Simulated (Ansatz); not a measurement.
BaCd₂Ge₂:
```cif
data_Ba2Cd4Ge4
_chemical_formula_sum 'Ge4 Cd4 Ba2'
_space_group_name_H-M_alt 'I4/mmm'
_space_group_IT_number 139
_space_group_name_Hall '-I 4 2'
_cell_length_a 4.73732
_cell_length_b 4.73732
_cell_length_c 11.20545
_cell_angle_alpha 90.000
_cell_angle_beta 90.000
_cell_angle_gamma 90.000
loop_
_atom_site_label
_atom_site_type_symbol
_atom_site_symmetry_multiplicity
_atom_site_Wyckoff_symbol
_atom_site_fract_x
_atom_site_fract_y
_atom_site_fract_z
_atom_site_occupancy
Ge1 Ge 4 e 0.00000 0.00000 0.38622 1
Cd1 Cd 4 d 0.00000 0.50000 0.25000 1
Ba1 Ba 2 a 0.00000 0.00000 0.00000 1
```
(The calculation used a cell of 5 atoms; values per cell refer to that cell.)

Relaxed at zero pressure with DFT-r²SCAN in the program Ansatz with PAW potentials.

### Question
The volume is lowered by 6 % and shape and atoms relax at that volume. What pressure results, and how do the axes share the change?

### Answer
3.7 GPa; a -1.9 %, b -1.9 %, c -2.3 %; the energy rises by 16 meV/atom.

### Question
Give the new structure.

### Answer

Space group I4/mmm (No. 139); a = b = 4.6477 Å, c = 10.9433 Å, α = β = γ = 90.00°

```json
[
 {"atom": "Ge", "site": "4e", "symmetry": "4mm", "x": "0.0000", "y": "0.0000", "z": "0.3862"},
 {"atom": "Cd", "site": "4d", "symmetry": "-4m2", "x": "0.0000", "y": "0.5000", "z": "0.2500"},
 {"atom": "Ba", "site": "2a", "symmetry": "4/mmm", "x": "0.0000", "y": "0.0000", "z": "0.0000"}
]
```

The phase is kept; no other phase was compared at this pressure.

The workflow started from an entry of the Crystallography Open Database (COD, 298 K). Its standing as an ambient phase is unchecked. Symmetry was held in the r²SCAN relaxation; its stability against distortions is not shown here. Scalar-relativistic: spin–orbit coupling is off unless named, which matters more the heavier the elements.

Potentials: the later of the program's two PAW sets.
